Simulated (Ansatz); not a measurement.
# Ge₂Sb₂TeSe₄: computed property card

Ge2Sb2TeSe4:
```
Ge2Sb2TeSe4
1.0
    3.99634     0.00000     0.00000
   -1.99817     3.46093     0.00000
    0.00000     0.00000    17.15648
Ge Sb Te Se
2 2 1 4
Direct
  0.00000   0.00000   0.34238
  0.00000   0.00000   0.65762
  0.33333   0.66667   0.12321
  0.66667   0.33333   0.87679
  0.00000   0.00000   0.00000
  0.33333   0.66667   0.78500
  0.66667   0.33333   0.21500
  0.33333   0.66667   0.41493
  0.66667   0.33333   0.58507
```

Space group P-3m1 (No. 164); conventional cell a = 3.996 Å, b = 3.996 Å, c = 17.156 Å, α = 90.00°, β = 90.00°, γ = 120.00°.

Method: plane-wave PAW r²SCAN+D4 (Ansatz code). The cell and atoms are relaxed at this level. Other levels are named where they apply.

Cell and energy:

```
Quantity                                                      Result
-----------------------------------------------------  -------------
Volume per atom                                             26.37 Å³
Density                                                   5.82 g/cm³
Formation energy from the elements (no fitted shifts)  -0.15 eV/atom
```

Electronic structure:

```
Item                                                                        Result
------------------------------------  --------------------------------------------
Electronic character                                             metallic (no gap)
Density of states at the Fermi level  0.05 states/eV per atom (mean over ±0.08 eV)
Gap with spin–orbit coupling                                       none (metallic)
```

Charges:

```
Property                                                   Value
-------------  -------------------------------------------------
Bader charges  Ge +0.66, Sb +0.79, Te -0.50, Se -0.61 to -0.59 e
```

The start of the workflow was typed in or built on a structure type; neither database checked (COD, Materials Project) lists it. Whether it is the stable phase at ambient conditions was not checked. Symmetry was held in the r²SCAN+D4 relaxation; whether a distortion lowers the energy is not shown. The references are the lowest solids computed at this level, not always the standard phases. Spin–orbit coupling is left out wherever it is not named.

Potentials: the earlier of the program's two PAW sets.
